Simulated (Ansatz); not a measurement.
MgMn2P2H4O10: field gradients at two levels of theory

Cell: a computed structure from the Materials Project (it need not be an observed phase).

```cif
data_structure
_symmetry_space_group_name_H-M 'P 1'
_symmetry_Int_Tables_number 1
_cell_length_a 5.2188
_cell_length_b 5.5625
_cell_length_c 7.9602
_cell_angle_alpha 102.187
_cell_angle_beta 107.457
_cell_angle_gamma 103.514
_cell_volume 204.25
loop_
_atom_site_label
_atom_site_type_symbol
_atom_site_fract_x
_atom_site_fract_y
_atom_site_fract_z
_atom_site_occupancy
Mg1 Mg 0.69351 0.92828 0.90862 1
Mn2 Mn 0.04027 0.49700 0.48220 1
Mn3 Mn 0.03293 0.54074 0.01321 1
H4 H 0.55591 0.46925 0.69495 1
H5 H 0.81469 0.69596 0.66502 1
H6 H 0.43532 0.50091 0.30556 1
H7 H 0.17436 0.22286 0.23382 1
P8 P 0.29881 0.15322 0.79058 1
P9 P 0.72147 0.87373 0.24718 1
O10 O 0.59915 0.26538 0.94828 1
O11 O 0.28366 0.86862 0.69985 1
O12 O 0.44937 0.76419 0.06673 1
O13 O 0.73704 0.13409 0.36528 1
O14 O 0.29456 0.31717 0.65369 1
O15 O 0.05411 0.16042 0.86163 1
O16 O 0.73840 0.67449 0.35856 1
O17 O 0.96122 0.90213 0.16053 1
O18 O 0.22011 0.41698 0.26982 1
O19 O 0.76477 0.62172 0.75662 1
```

Atoms are numbered from 1 in the order listed; like atoms form one site, named after its first atom.

First run. Method: Kohn–Sham DFT in Ansatz, PBE, plane waves and PAW, scalar-relativistic, collinear spin, 420 eV cutoff, Γ-centred 5×5×3 k-points, Fermi–Dirac smearing 0.02 eV. Start moments as typed (μB): 0 -5 5 0 0 0 0 0 0 0 0 0 0 0 0 0 0 0 0 by atom.

```
site  atom  V_zz (10²¹ V/m²)     η  m (μB)
  Mg     1             -1.69  0.39    0.00
 Mn2     2              5.75  0.43   -4.05
 Mn3     3              3.99  0.74    4.12
  H4     4              0.88  0.37    0.00
  H5     5              3.79  0.03    0.00
  P8     8             -1.06  0.74    0.00
  P9     9             -2.27  0.83    0.00
 O10    10              9.85  0.22    0.02
 O12    12              8.94  0.67    0.03
 O13    13              9.43  0.35   -0.04
 O15    15              9.51  0.41    0.02
 O16    16              9.52  0.56   -0.03
 O18    18             -8.65  0.96    0.00
 O19    19             11.32  0.71    0.01
```

Second run. The same atoms and settings, except that the functional is r2SCAN and the cutoff is 500 eV.

Problem. What does the second run give?

Solution. 

| site | atom | V_zz | η | change of V_zz | m (μB) |
| --- | --- | --- | --- | --- | --- |
| Mg | 1 | -1.70 | 0.38 | -0.01 | 0.00 |
| Mn2 | 2 | 6.13 | 0.42 | +0.38 | -4.14 |
| Mn3 | 3 | 4.16 | 0.79 | +0.17 | 4.20 |
| H4 | 4 | 0.76 | 0.45 | -0.12 | 0.00 |
| H5 | 5 | 3.71 | 0.03 | -0.08 | 0.00 |
| P8 | 8 | -1.13 | 0.79 | -0.07 | 0.00 |
| P9 | 9 | -2.40 | 0.85 | -0.13 | 0.00 |
| O10 | 10 | 10.06 | 0.20 | +0.21 | 0.02 |
| O12 | 12 | 9.16 | 0.63 | +0.22 | 0.02 |
| O13 | 13 | 9.57 | 0.33 | +0.14 | -0.03 |
| O15 | 15 | 9.67 | 0.38 | +0.16 | 0.02 |
| O16 | 16 | 9.65 | 0.54 | +0.13 | -0.03 |
| O18 | 18 | -9.22 | 0.93 | -0.57 | 0.00 |
| O19 | 19 | 11.74 | 0.70 | +0.42 | 0.01 |

The largest change of V_zz is on O18, from -8.65 to -9.22. In per cent, |V_zz| changes by +1 on Mg, +4 to +7 on Mn, -14 to -2 on H, +6 to +7 on P, +1 to +7 on O (all sites that start above 0.5). The table leaves out 5 of the 19 sites, with |V_zz| up to 9.82; their tensors move by 0.27 at most along any direction. The statements above cover all sites.

The lattice is static: at room temperature water may turn and average the couplings of its hydrogen. The magnetic order is the one that the run reached from its start moments, not necessarily the measured one.
For the first run: The largest force is 0.4 eV/Å, so the atoms aren't at the calculated equilibrium and relaxing them would move these values.
For the second run: At this cell the r2SCAN pressure is -5 GPa, so with r2SCAN the cell would shrink if it were relaxed. The entry's cell may itself be off. The largest force is 0.5 eV/Å, so the atoms aren't at the calculated equilibrium and relaxing them would move these values. The program didn't check the stability of this electronic state in full, so a lower one may lie near.
